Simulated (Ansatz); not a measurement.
TiAl (L1₀ or tetragonal B2, space group No. 123) at seven volumes, DFT-PBEsol in the program Ansatz with PAW potentials, shape and atoms relaxed at each. One row is withheld.

```
V (Å³/atom)  P (GPa)
-----------  -------
14.351         13.64
14.824          8.41
15.298          3.89
15.771          0.00
16.244             ?
16.717         -6.26
17.190         -8.77
```

Problem. Fit the shown pressures and predict the withheld one.

Solution. Third-order Birch–Murnaghan: P = (3/2)B₀(x^(7/2) − x^(5/2))[1 + (3/4)(B′ − 4)(x − 1)] with x = (V₀/V)^(2/3). Least squares on the six rows gives V₀ = 15.771 Å³/atom, B₀ = 120.4 GPa, B′ = 3.88. At V = 16.244, x = 0.9805 and P = -3.36 GPa. The run itself gave -3.36 GPa.

Space group P4/mmm (L1₀ or tetragonal B2). Symmetry was held in the PBEsol relaxation. The run is not spin-polarised.

Potentials: the earlier of the program's two PAW sets. The files were generated under PBE; for other functionals the program regenerates the frozen cores, and for LDA and PBEsol the local potential too.
